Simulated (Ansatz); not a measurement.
HfScTaN3 in space group P3m1 (No. 156; Pearson symbol hP6) at seven volumes, r²SCAN (plane waves, PAW; program Ansatz), shape and atoms relaxed at each. One row is withheld.

| V (Å³/atom) | P (GPa) |
|---|---|
| 10.119 | 31.85 |
| 10.453 | 19.51 |
| 10.786 | ? |
| 11.120 | 0.01 |
| 11.454 | -7.65 |
| 11.787 | -14.18 |
| 12.121 | -19.73 |

Q: Fit the shown pressures and predict the withheld one.

A: Third-order Birch–Murnaghan: P = (3/2)B₀(x^(7/2) − x^(5/2))[1 + (3/4)(B′ − 4)(x − 1)] with x = (V₀/V)^(2/3). Least squares on the six rows gives V₀ = 11.121 Å³/atom, B₀ = 275.6 GPa, B′ = 4.29. At V = 10.786, x = 1.0206 and P = 9.00 GPa. The run itself gave 8.98 GPa.

The start of the workflow was typed in or built on a structure type; neither database checked (COD, Materials Project) lists it. Its standing as an ambient phase is unchecked. Symmetry was held in the r²SCAN relaxation; its stability against distortions is not shown here. The run is not spin-polarised. Spin–orbit coupling is left out wherever it is not named.

Potentials: the later of the program's two PAW sets.
